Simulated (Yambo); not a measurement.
SrGeP2O8 (space group C2/m, No. 12), G0W0@LDA (Yambo, plasmon pole, terminator in G, 2×2×2 mesh): gap (-0.5, -0.5, 0) → Γ in eV by bands and screening block.

| bands (W and G) | 2 Ry | 3 Ry | 4 Ry | 6 Ry | 7 Ry |
|---|---|---|---|---|---|
| 68 | 8.31 | 7.95 | 7.86 | 7.80 | 7.80 |
| 96 | 7.89 | ___ | 7.44 | 7.39 | ___ |
| 133 | 7.75 | 7.36 | 7.28 | 7.24 | 7.25 |
| 179 | 7.69 | 7.30 | 7.21 | 7.18 | 7.19 |
| 225 | 7.66 | 7.26 | 7.17 | ___ | 7.15 |

Task: Estimate the withheld gaps from their neighbours; the computed values follow.

Result: 
- 96, 3 Ry: 7.53
- 96, 7 Ry: 7.40
- 225, 6 Ry: 7.14

The largest settings aren't shown to be the converged limit.

The standard potential for Ge keeps a d shell in the valence without the s and p states of that shell. In tests on such compounds this moved G0W0 gaps by up to about 0.9 eV, so absolute quasiparticle energies here are unreliable; differences between settings are what counts.

Spin-orbit coupling is not included.

Geometry of the Materials Project entry, not relaxed at this level; primitive cell a = b = 4.670 Å, c = 7.327 Å, α = β = 93.62°, γ = 65.88°.
